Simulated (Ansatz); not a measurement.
Given:

RbBr:
```yaml
crystal:
  lattice:
    - [0.00000, 3.50894, 3.50894]
    - [3.50894, 0.00000, 3.50894]
    - [3.50894, 3.50894, 0.00000]
  atoms:
    - { symbol: Rb, position: [0.00000, 0.00000, 0.00000] }
    - { symbol: Br, position: [0.50000, 0.50000, 0.50000] }
```

This is the PBE-relaxed structure.

All from the program Ansatz at the PBE level (PAW), unless another level is named. Give the Hill bulk and shear moduli.

11.9 and 6.3 GPa.

What about the elastic constants (relaxed ions, GPa)?

C11 = 27.0, C12 = 4.3, C44 = 4.2.

Space group Fm-3m (rock salt). Symmetry was held in the PBE relaxation; phonons on a q-mesh show no instability.

Potentials: the later of the program's two PAW sets.
